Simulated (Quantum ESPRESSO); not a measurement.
Ta6AlPd, finding a planted mistake in a log

Simulated, not a measurement. The program is pw.x of Quantum ESPRESSO 7.5 (plane-wave density functional theory). The cell is made up: eight metal atoms on a face-centred cubic lattice, with elements, volume, strain and displacements drawn at random and not relaxed, so it may be unstable or far from any real phase. PseudoDojo standard norm-conserving files set the functional (PBE unless stated); there is no spin polarisation or spin-orbit coupling, the Fermi-Dirac width of 0.25 eV means electrons at about 2900 K, and the masses in the input are unused placeholders. Heavy elements are run without spin-orbit coupling, which real alloys of them have. A spin test at this wide smearing found no moment, but such smearing suppresses magnetism that the real alloy may have.

Intended input:

```
&control calculation='scf', pseudo_dir='./dojo.nc.sr.pbe.v0_5.standard.upf', outdir='./o', disk_io='minimal', tprnfor=.true., tstress=.true. /
&system ibrav=0, nat=8, ntyp=3, nbnd=67, ecutwfc=82.02448710, nosym=.true., tot_charge=0,
 occupations='smearing', smearing='fd', degauss=0.0183746611
/
&electrons conv_thr=1.470e-08, electron_maxstep=70, mixing_beta=0.5 /
ATOMIC_SPECIES
Al 1.0 Al.upf
Pd 1.0 Pd.upf
Ta 1.0 Ta.upf
CELL_PARAMETERS angstrom
0.0 2.0579 2.0579
-4.1159 2.0579 -2.0579
-4.1159 -6.1738 6.1738
ATOMIC_POSITIONS angstrom
Ta -0.1047 0.0378 -0.1391
Ta -4.2267 -4.0469 3.9477
Ta -4.1334 -2.0523 2.0038
Ta -4.1742 -0.0306 0.0102
Al -2.0852 -2.1044 4.1376
Ta -2.1855 0.0802 2.179
Pd -2.081 2.1234 0.0185
Ta -6.2379 -2.1227 4.159
K_POINTS automatic
8 5 3 1 1 1
```

The log is shortened where brackets say so; the opening notice, blank lines, dates and the lines on written files are dropped, and the path of the files is cut. It prints rydbergs, bohrs and kilobars, and counts compression as positive stress. Its total energy is the free energy E - TS of the whole cell.

Log of the intended run:

```
     Program PWSCF v.7.5
     Parallel version (MPI & OpenMP), running on       4 processor cores
     Number of MPI processes:                 4
     Threads/MPI process:                     1
     [start-up lines left out]
     bravais-lattice index     =            0
     lattice parameter (alat)  =       5.4997  a.u.
     unit-cell volume          =     941.0338 (a.u.)^3
     number of atoms/cell      =            8
     number of atomic types    =            3
     number of electrons       =        99.00
     number of Kohn-Sham states=           67
     kinetic-energy cutoff     =      82.0245  Ry
     charge density cutoff     =     328.0979  Ry
     scf convergence threshold =      1.5E-08
     mixing beta               =       0.5000
     number of iterations used =            8  plain     mixing
     Exchange-correlation= PBE
                           (   1   4   3   4   0   0   0)
     [axes and pseudopotential details left out]
   Cartesian axes
     site n.     atom                  positions (alat units)
         1        Ta     tau(   1) = (  -0.0359755   0.0129883  -0.0477956  )
         2        Ta     tau(   2) = (  -1.4523195  -1.3905391   1.3564534  )
         3        Ta     tau(   3) = (  -1.4202610  -0.7051826   0.6885177  )
         4        Ta     tau(   4) = (  -1.4342802  -0.0105143   0.0035048  )
         5        Al     tau(   5) = (  -0.7164872  -0.7230845   1.4217042  )
         6        Ta     tau(   6) = (  -0.7509509   0.0275572   0.7487175  )
         7        Pd     tau(   7) = (  -0.7150441   0.7296130   0.0063567  )
         8        Ta     tau(   8) = (  -2.1433798  -0.7293724   1.4290573  )
     number of k points=    60  Fermi-Dirac smearing, width (Ry)=  0.0184
                       cart. coord. in units 2pi/alat
        k(    1) = (  -0.0824936   0.0324092   0.0559791), wk =   0.0333333
        k(    2) = (   0.0353532   0.1502589  -0.0618706), wk =   0.0333333
     [further k points left out]
     Dense  grid:    94399 G-vectors     FFT dimensions: (  32,  60, 108)
     Estimated max dynamical RAM per process >     353.22 MB
     Estimated total dynamical RAM >       1.31 GB
     Initial potential from superposition of free atoms
     starting charge      98.9919, renormalised to      99.0000
     Starting wfcs are   73 randomized atomic wfcs
     total cpu time spent up to now is       11.3 secs
     per-process dynamical memory:   287.2 Mb
     Self-consistent Calculation
     iteration #  1     ecut=    82.02 Ry     beta= 0.50
     Davidson diagonalization with overlap
     ethr =  1.00E-02,  avg # of iterations =  2.5
     total cpu time spent up to now is       31.8 secs
     total energy              =   -1042.77078222 Ry
     estimated scf accuracy    <      20.80940077 Ry
     iteration #  2     ecut=    82.02 Ry     beta= 0.50
     Davidson diagonalization with overlap
     ethr =  1.00E-02,  avg # of iterations =  5.2
     total cpu time spent up to now is       58.4 secs
     total energy              =   -1038.01155188 Ry
     estimated scf accuracy    <     278.32555596 Ry
     [iterations 3 to 18 left out]
     iteration # 19     ecut=    82.02 Ry     beta= 0.50
     Davidson diagonalization with overlap
     ethr =  1.70E-10,  avg # of iterations =  5.5
     total cpu time spent up to now is      396.9 secs
     total energy              =   -1056.87974374 Ry
     estimated scf accuracy    <       0.00000012 Ry
     iteration # 20     ecut=    82.02 Ry     beta= 0.50
     Davidson diagonalization with overlap
     ethr =  1.23E-10,  avg # of iterations =  1.4
     total cpu time spent up to now is      417.7 secs
     End of self-consistent calculation
     [lines on levels left out]
!    total energy              =   -1056.87974375 Ry
     estimated scf accuracy    <          3.9E-09 Ry
     smearing contrib. (-TS)   =      -0.11641501 Ry
     internal energy E=F+TS    =   -1056.76332874 Ry
     The total energy is F=E-TS. E is the sum of the following terms:
     one-electron contribution =    -317.26604142 Ry
     hartree contribution      =     206.08716188 Ry
     xc contribution           =    -222.24107357 Ry
     ewald contribution        =    -723.34337563 Ry
     convergence has been achieved in  20 iterations
     Forces acting on atoms (cartesian axes, Ry/au):
     atom    1 type  3   force =    -0.01404604   -0.01218654    0.03745629
     atom    2 type  3   force =     0.03926205   -0.03149282    0.04940409
     atom    3 type  3   force =    -0.02005325   -0.00571449    0.02586195
     atom    4 type  3   force =    -0.01054452    0.04216636   -0.01550975
     atom    5 type  1   force =    -0.00321047    0.00460398   -0.00745442
     atom    6 type  3   force =     0.06544514   -0.01973935   -0.02891590
     atom    7 type  2   force =    -0.02434302   -0.01479844   -0.00301664
     atom    8 type  3   force =    -0.03250990    0.03716129   -0.05782560
     Total force =     0.148844     Total SCF correction =     0.000091
     Computing stress (Cartesian axis) and pressure
          total   stress  (Ry/bohr**3)                   (kbar)     P=       59.26
   0.00048254   0.00001346  -0.00001175           70.98        1.98       -1.73
   0.00001346   0.00036467  -0.00005180            1.98       53.64       -7.62
  -0.00001175  -0.00005180   0.00036139           -1.73       -7.62       53.16
     init_run     :      7.35s CPU      7.62s WALL (       1 calls)
     electrons    :    404.69s CPU    406.46s WALL (       1 calls)
     forces       :      4.83s CPU      4.87s WALL (       1 calls)
     stress       :     12.28s CPU     12.59s WALL (       1 calls)
     [timing details left out]
     PWSCF        :   7m12.84s CPU   7m15.25s WALL
     JOB DONE.
```

A second run was made from an input with one planted mistake. Its log:

```
     Program PWSCF v.7.5
     Parallel version (MPI & OpenMP), running on       4 processor cores
     Number of MPI processes:                 4
     Threads/MPI process:                     1
     [start-up lines left out]
     bravais-lattice index     =            0
     lattice parameter (alat)  =       5.4315  a.u.
     unit-cell volume          =     906.4729 (a.u.)^3
     number of atoms/cell      =            8
     number of atomic types    =            3
     number of electrons       =        99.00
     number of Kohn-Sham states=           67
     kinetic-energy cutoff     =      82.0245  Ry
     charge density cutoff     =     328.0979  Ry
     scf convergence threshold =      1.5E-08
     mixing beta               =       0.5000
     number of iterations used =            8  plain     mixing
     Exchange-correlation= PBE
                           (   1   4   3   4   0   0   0)
     [axes and pseudopotential details left out]
   Cartesian axes
     site n.     atom                  positions (alat units)
         1        Ta     tau(   1) = (  -0.0359746   0.0129773  -0.0478038  )
         2        Ta     tau(   2) = (  -1.4523105  -1.3905204   1.3564245  )
         3        Ta     tau(   3) = (  -1.4202325  -0.7051932   0.6885280  )
         4        Ta     tau(   4) = (  -1.4342536  -0.0105071   0.0035140  )
         5        Al     tau(   5) = (  -0.7164658  -0.7230762   1.4216938  )
         6        Ta     tau(   6) = (  -0.7509443   0.0275550   0.7487177  )
         7        Pd     tau(   7) = (  -0.7150393   0.7296170   0.0063669  )
         8        Ta     tau(   8) = (  -2.1433783  -0.7293735   1.4290348  )
     number of k points=    60  Fermi-Dirac smearing, width (Ry)=  0.0184
                       cart. coord. in units 2pi/alat
        k(    1) = (  -0.0824938   0.0324091   0.0559793), wk =   0.0333333
        k(    2) = (   0.0353545   0.1502602  -0.0618718), wk =   0.0333333
     [further k points left out]
     Dense  grid:    90971 G-vectors     FFT dimensions: (  32,  60, 108)
     Estimated max dynamical RAM per process >     341.22 MB
     Estimated total dynamical RAM >       1.27 GB
     Initial potential from superposition of free atoms
     starting charge      98.9919, renormalised to      99.0000
     Starting wfcs are   73 randomized atomic wfcs
     total cpu time spent up to now is        5.1 secs
     per-process dynamical memory:   277.0 Mb
     Self-consistent Calculation
     iteration #  1     ecut=    82.02 Ry     beta= 0.50
     Davidson diagonalization with overlap
     ethr =  1.00E-02,  avg # of iterations =  2.5
     total cpu time spent up to now is       17.9 secs
     total energy              =   -1042.81107263 Ry
     estimated scf accuracy    <      20.75342338 Ry
     iteration #  2     ecut=    82.02 Ry     beta= 0.50
     Davidson diagonalization with overlap
     ethr =  1.00E-02,  avg # of iterations =  5.2
     total cpu time spent up to now is       34.8 secs
     total energy              =   -1037.87848957 Ry
     estimated scf accuracy    <     277.18170293 Ry
     [iterations 3 to 18 left out]
     iteration # 19     ecut=    82.02 Ry     beta= 0.50
     Davidson diagonalization with overlap
     ethr =  7.65E-11,  avg # of iterations =  5.5
     total cpu time spent up to now is      233.0 secs
     total energy              =   -1056.85673378 Ry
     estimated scf accuracy    <       0.00000006 Ry
     iteration # 20     ecut=    82.02 Ry     beta= 0.50
     Davidson diagonalization with overlap
     ethr =  5.99E-11,  avg # of iterations =  1.8
     total cpu time spent up to now is      244.1 secs
     End of self-consistent calculation
     [lines on levels left out]
!    total energy              =   -1056.85673378 Ry
     estimated scf accuracy    <          4.1E-09 Ry
     smearing contrib. (-TS)   =      -0.11226061 Ry
     internal energy E=F+TS    =   -1056.74447317 Ry
     The total energy is F=E-TS. E is the sum of the following terms:
     one-electron contribution =    -304.39965615 Ry
     hartree contribution      =     202.65102320 Ry
     xc contribution           =    -222.57561330 Ry
     ewald contribution        =    -732.42022692 Ry
     convergence has been achieved in  20 iterations
     Forces acting on atoms (cartesian axes, Ry/au):
     atom    1 type  3   force =    -0.01466236   -0.01488786    0.04356337
     atom    2 type  3   force =     0.04745810   -0.03466360    0.05474604
     atom    3 type  3   force =    -0.02366245   -0.00740100    0.02918815
     atom    4 type  3   force =    -0.01296123    0.04720490   -0.01789853
     atom    5 type  1   force =    -0.00359773    0.00445938   -0.00825425
     atom    6 type  3   force =     0.07378125   -0.02078072   -0.03122399
     atom    7 type  2   force =    -0.02945617   -0.01717644   -0.00442250
     atom    8 type  3   force =    -0.03689942    0.04324533   -0.06569828
     Total force =     0.169264     Total SCF correction =     0.000120
     Computing stress (Cartesian axis) and pressure
          total   stress  (Ry/bohr**3)                   (kbar)     P=      138.69
   0.00103367   0.00001354  -0.00000814          152.06        1.99       -1.20
   0.00001354   0.00090035  -0.00006151            1.99      132.45       -9.05
  -0.00000814  -0.00006151   0.00089440           -1.20       -9.05      131.57
     init_run     :      4.83s CPU      4.96s WALL (       1 calls)
     electrons    :    238.54s CPU    239.02s WALL (       1 calls)
     forces       :      2.46s CPU      2.47s WALL (       1 calls)
     stress       :      8.08s CPU      8.23s WALL (       1 calls)
     [timing details left out]
     PWSCF        :   4m14.03s CPU   4m14.83s WALL
     JOB DONE.
```

Question: the log repeats what the program read. Compare it with the intended run: what was wrong in the second input?

Answer: the cell and the positions are scaled by a wrong factor. The input lines that differ:

```
- 0.0 2.0579 2.0579
- -4.1159 2.0579 -2.0579
- -4.1159 -6.1738 6.1738
+ 0.0 2.0324 2.0324
+ -4.0649 2.0324 -2.0324
+ -4.0649 -6.0972 6.0972
- Ta -0.1047 0.0378 -0.1391
- Ta -4.2267 -4.0469 3.9477
- Ta -4.1334 -2.0523 2.0038
- Ta -4.1742 -0.0306 0.0102
- Al -2.0852 -2.1044 4.1376
- Ta -2.1855 0.0802 2.179
- Pd -2.081 2.1234 0.0185
- Ta -6.2379 -2.1227 4.159
+ Ta -0.1034 0.0373 -0.1374
+ Ta -4.1743 -3.9967 3.8987
+ Ta -4.0821 -2.0269 1.979
+ Ta -4.1224 -0.0302 0.0101
+ Al -2.0593 -2.0783 4.0863
+ Ta -2.1584 0.0792 2.152
+ Pd -2.0552 2.0971 0.0183
+ Ta -6.1606 -2.0964 4.1074
```

|  | intended run | run with the mistake |
| --- | --- | --- |
| free energy (eV) | -14379.581 | -14379.268 |
| entropy term -TS, part of it (eV) | -1.584 | -1.527 |
| pressure (GPa) | 5.93 | 13.87 |
| size of the largest force component (eV/Å) | 1.683 | 1.897 |
| largest change of a force component (eV/Å) |  | 0.214 |
| iterations | 20 | 20 |

For scale, a rerun of the intended cell at a higher cutoff and on a denser mesh moved values by no more than 0.006 eV in energy, 0.04 GPa in stress and 0.006 eV/Å in force, and a second program with other atomic files agreed on that cell to 2 % rms in force and 0.5 GPa in pressure.